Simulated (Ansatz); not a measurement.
This is a relaxation of cell and atoms with the PAW code Ansatz on InGa3P4, ordered on the zincblende lattice (P-4m2) with 8 atoms a cell; the level of theory is r2SCAN. The starting cell comes from a relaxation with PBE.

```yaml
crystal:
  lattice:
    - [3.9670754872, 0.0, 0.0]
    - [0.0, 3.9670754872, 0.0]
    - [0.0, 0.0, 11.2753582678]
  atoms:
    - { symbol: Ga, position: [0.0, 0.0, 0.7597565196] }
    - { symbol: P, position: [0.0, 0.5, 0.8799512549] }
    - { symbol: Ga, position: [0.5, 0.5, 0.0] }
    - { symbol: P, position: [0.5, 0.0, 0.1200487451] }
    - { symbol: Ga, position: [0.0, 0.0, 0.2402434804] }
    - { symbol: P, position: [0.0, 0.5, 0.359123557] }
    - { symbol: In, position: [0.5, 0.5, 0.5] }
    - { symbol: P, position: [0.5, 0.0, 0.640876443] }
kpoints:
  mp_grid: { grid: [6, 6, 2] }
hamiltonian:
  xc: r2scan
scf:
  occupations: { method: fermi_dirac, width: 0.02 }
relax:
  f_tol: 0.005
  cell: {}
```

The trajectory has 5 recorded frames, each with fractional positions and then forces in eV/Å along x, y and z. Some frames, the last among them, repeat a geometry solved again on a basis re-selected at its cell; pressure is positive in compression.

Step 1: energy 0.0 meV/atom from step 1, largest force component 0.015 eV/Å, pressure -2.22 GPa; a = 3.967 Å, b = 3.967 Å, c = 11.275 Å, α = 90.00°, β = 90.00°, γ = 90.00°
```
Ga 0.0000 0.0000 0.7598     0.000   0.000   0.002
P  0.0000 0.5000 0.8800     0.000   0.000   0.002
Ga 0.5000 0.5000 0.0000     0.000   0.000   0.000
P  0.5000 0.0000 0.1200     0.000   0.000  -0.002
Ga 0.0000 0.0000 0.2402     0.000   0.000  -0.002
P  0.0000 0.5000 0.3591     0.000   0.000  -0.015
In 0.5000 0.5000 0.5000     0.000   0.000   0.000
P  0.5000 0.0000 0.6409     0.000   0.000   0.015
```

Q: Estimate where the relaxation ends.

A:
Step 2: energy -4.4 meV/atom from step 1, largest force component 0.137 eV/Å, pressure -0.15 GPa; a = 3.931 Å, b = 3.931 Å, c = 11.180 Å, α = 90.00°, β = 90.00°, γ = 90.00°
```
Ga 0.0000 0.0000 0.7593     0.000   0.000   0.005
P  0.0000 0.5000 0.8797     0.000   0.000  -0.001
Ga 0.5000 0.5000 0.0000     0.000   0.000   0.000
P  0.5000 0.0000 0.1203     0.000   0.000   0.001
Ga 0.0000 0.0000 0.2407     0.000   0.000  -0.005
P  0.0000 0.5000 0.3600     0.000   0.000  -0.137
In 0.5000 0.5000 0.5000     0.000   0.000   0.000
P  0.5000 0.0000 0.6400     0.000   0.000   0.137
```

Step 3: energy -4.6 meV/atom from step 1, largest force component 0.021 eV/Å, pressure +0.03 GPa; a = 3.927 Å, b = 3.927 Å, c = 11.173 Å, α = 90.00°, β = 90.00°, γ = 90.00°
```
Ga 0.0000 0.0000 0.7603     0.000   0.000  -0.021
P  0.0000 0.5000 0.8802     0.000   0.000   0.000
Ga 0.5000 0.5000 0.0000     0.000   0.000   0.000
P  0.5000 0.0000 0.1198     0.000   0.000   0.000
Ga 0.0000 0.0000 0.2397     0.000   0.000   0.021
P  0.0000 0.5000 0.3584     0.000   0.000   0.021
In 0.5000 0.5000 0.5000     0.000   0.000   0.000
P  0.5000 0.0000 0.6416     0.000   0.000  -0.021
```

Step 4: energy -4.6 meV/atom from step 1, largest force component 0.002 eV/Å, pressure 0.00 GPa; a = 3.927 Å, b = 3.927 Å, c = 11.177 Å, α = 90.00°, β = 90.00°, γ = 90.00°
```
Ga 0.0000 0.0000 0.7600     0.000   0.000   0.000
P  0.0000 0.5000 0.8801     0.000   0.000   0.002
Ga 0.5000 0.5000 0.0000     0.000   0.000   0.000
P  0.5000 0.0000 0.1199     0.000   0.000  -0.002
Ga 0.0000 0.0000 0.2400     0.000   0.000   0.000
P  0.0000 0.5000 0.3587     0.000   0.000   0.001
In 0.5000 0.5000 0.5000     0.000   0.000   0.000
P  0.5000 0.0000 0.6413     0.000   0.000  -0.001
```

Step 5: energy -4.5 meV/atom from step 1, largest force component 0.002 eV/Å, pressure 0.00 GPa; a = 3.927 Å, b = 3.927 Å, c = 11.177 Å, α = 90.00°, β = 90.00°, γ = 90.00°
```
Ga 0.0000 0.0000 0.7600     0.000   0.000   0.000
P  0.0000 0.5000 0.8801     0.000   0.000   0.002
Ga 0.5000 0.5000 0.0000     0.000   0.000   0.000
P  0.5000 0.0000 0.1199     0.000   0.000  -0.002
Ga 0.0000 0.0000 0.2400     0.000   0.000   0.000
P  0.0000 0.5000 0.3587     0.000   0.000   0.001
In 0.5000 0.5000 0.5000     0.000   0.000   0.000
P  0.5000 0.0000 0.6413     0.000   0.000  -0.001
```

In 4 steps the volume changed by -2.8 %; between the first SCF and the last, each on a basis chosen for its cell, the energy fell by 4.5 meV an atom. At the end: it is tetragonal, P-4m2 (No. 115); a = 3.927 Å, c = 11.177 Å in the conventional setting, 21.55 Å³ an atom. Ga has 4 P at 2.37–2.38 Å; P has 4 Ga at 2.38 Å; Ga has 4 P at 2.38 Å; P has 2 Ga at 2.37 Å and 2 In at 2.52 Å; In has 4 P at 2.52 Å.

Command: `ansatz run input.yaml --threads 4 --pin off --max-ram 6451MiB --backend cpu --events-out ev --progress --plain --runs-dir out`.

Q: What wall time did it need on 4 threads of Intel(R) Xeon(R) Platinum 8259CL CPU @ 2.50GHz (Skylake/Cascade Lake), with other jobs on the host, and what peak of host memory did it reach?

A: About 36 s, with a peak of 0.91 GiB.

The calculation is spin-unpolarised, and the structure need not be a phase that has been made.
